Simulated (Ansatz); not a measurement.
**In₂Au: pressure against volume**

In₂Au, Fm-3m, a = 6.570 Å. The structure is a COD entry; whether it is the stable form wasn't checked. Ansatz: r2SCAN, PAW, 500 eV, Γ-centred 12×12×12 mesh on 3 atoms, Gaussian smearing 0.10 eV; no spin polarisation. Symmetry fixes shape and atoms, so the cell is only scaled; pressure is positive in compression.

| V (Å³/atom) | P (GPa) |
| --- | --- |
| 20.792 | ? |
| 21.501 | 8.64 |
| 22.210 | 5.11 |
| 22.919 | 2.26 |
| 23.628 | 0.01 |
| 24.336 | -1.78 |
| 25.045 | -3.15 |
| 25.990 | -4.67 |

Question: Take V0 = 23.628 Å³/atom, count pressures from its P0 = 0.01 GPa, fit the third-order Birch–Murnaghan form to the other rows, and predict the missing pressure.

Answer: With the Eulerian strain f = ½[(V0/V)^(2/3) − 1] and y = (P − P0)/[3f(1 + 2f)^(5/2)], the form is the line y = B0 + 1.5 B0 (B0′ − 4) f. Rows (f, y): 0.03245, 75.8; 0.02106, 72.8; 0.01026, 69.5; -0.00975, 64.3; -0.01904, 61.0; -0.03077, 59.4. Means f = 0.0007017, y = 67.133; Σ(Δf)² = 0.003003, ΣΔfΔy = 0.8072; the slope is their ratio. y = 66.94 + 268.8 f GPa, so B0 = 66.9 GPa and B0′ = 4 + 2 × (268.8)/(3 × 66.94) = 6.68. At V = 20.792, f = 0.04449, y = 78.90 and P = 13.04 GPa. The run gave 13.08 GPa, so the fit is 0.04 GPa too low, within twice the rms miss on the fitted rows (0.03 GPa).

Spin–orbit coupling is left out, which can shift energies with elements as heavy as these.